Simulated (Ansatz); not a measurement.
**Cs₆AlSb₃: ²⁷Al nuclear quadrupole resonance**

Cell: a COD entry, ions relaxed with PBE at fixed cell.

Space group P2_1/m (No. 11); a = 10.8446, b = 6.5069, c = 12.7074 Å, β = 100.95°.

```csv
site,Wyckoff,site symmetry,x,y,z
Cs1,2e,m,0.6195,0.2500,0.1748
Cs3,2e,m,0.2549,0.2500,0.2831
Cs5,2e,m,0.9575,0.2500,0.4223
Cs7,2e,m,0.5978,0.2500,0.8653
Cs9,2e,m,0.6311,0.2500,0.5186
Cs11,2e,m,0.9470,0.2500,0.0521
Al,2e,m,0.8248,0.7500,0.2209
Sb15,2e,m,0.6885,0.7500,0.3764
Sb17,2e,m,0.0720,0.7500,0.2683
Sb19,2e,m,0.7124,0.7500,0.0173
```

One atom of each set is listed.

The numbers come from a DFT calculation in Ansatz (r2SCAN, plane waves and PAW, scalar-relativistic, 500 eV cutoff, Γ-centred 3×5×3 k-points, Fermi–Dirac smearing 0.02 eV).

²⁷Al: I = 5/2, Q = 146.6 mb (year-2017 value). Static lattice, zero field.

**Question.** At which frequencies do the ²⁷Al NQR lines lie?

**Answer.** For I = 5/2 and η = 0 the lines are 3|C_Q|/20 and twice that; η pulls their ratio below 2.

```
site  atoms  V_zz (10²¹ V/m²)  C_Q (MHz)     η  line frequencies (MHz)
  Al      2              4.36       15.4  0.12              2.35, 4.62
```

At Al V_zz stands upright on the plane through its three neighbours (within 1°).

Without spin–orbit coupling (the program notes it for Sb) the gradients can shift somewhat, as the gap is small. With these PAW files V_zz is typically within 2 to 3 % of all-electron values, but misses above 10 % occur on Al.
